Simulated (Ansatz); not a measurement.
Start of a relaxation, B put at a top Au site (Au, P6_3/mmc (No. 194), (0 0 1) face):

```xyz
5
Lattice="2.8652 0.0000 0.0000 -1.4326 2.4813 0.0000 0.0000 0.0000 26.1859" Properties=species:S:1:pos:R:3 pbc="T T T"
Au    0.0000    1.6542    8.5000
Au    1.4326    0.8271   10.8953
Au    0.0000    1.6542   13.2694
Au    1.4326    0.8271   15.6803
B     1.4326    0.8271   17.8803
```

These are results of DFT PBEsol, scalar-relativistic, plane waves, PAW in Ansatz, not measurements. Cutoff 420 eV; k points 12×12×1 on the computed 5-atom cell (Γ-centred); Gaussian smearing, width 0.10 eV; no spin polarisation. A dipole correction removes the field between periodic images along c.

Atoms 1, 2 (counted from 1) are held. The cell is fixed. Force threshold 0.03 eV/Å.

| step | E − E_final (eV) | largest force (eV/Å) |
| --- | --- | --- |
| 1 | 0.100 | 1.143 |
| 2 | 0.016 | 0.433 |
| 3 | 0.004 | 0.239 |
| 4 | 0.000 | 0.013 |
| 5 | 0.000 | 0.013 |

Q: What is the final structure?

A:
```xyz
5
Lattice="2.8652 0.0000 0.0000 -1.4326 2.4813 0.0000 0.0000 0.0000 26.1859" Properties=species:S:1:pos:R:3 pbc="T T T"
Au    0.0000    1.6542    8.5000
Au    1.4326    0.8271   10.8953
Au    0.0000    1.6542   13.2996
Au    1.4326    0.8271   15.7704
B     1.4326    0.8271   17.8079
```

The end is the local minimum or symmetric point that this start leads to. The slab is only 7.2 Å thick, so the energy isn't converged with thickness.

Spin–orbit coupling is left out, which can shift energies with elements as heavy as these.

The reference crystal is a form of Au, which isn't its usual structure.

Cost: 1 run of about 1.2 core-minutes, on Arm Neoverse V2 (shared hosts).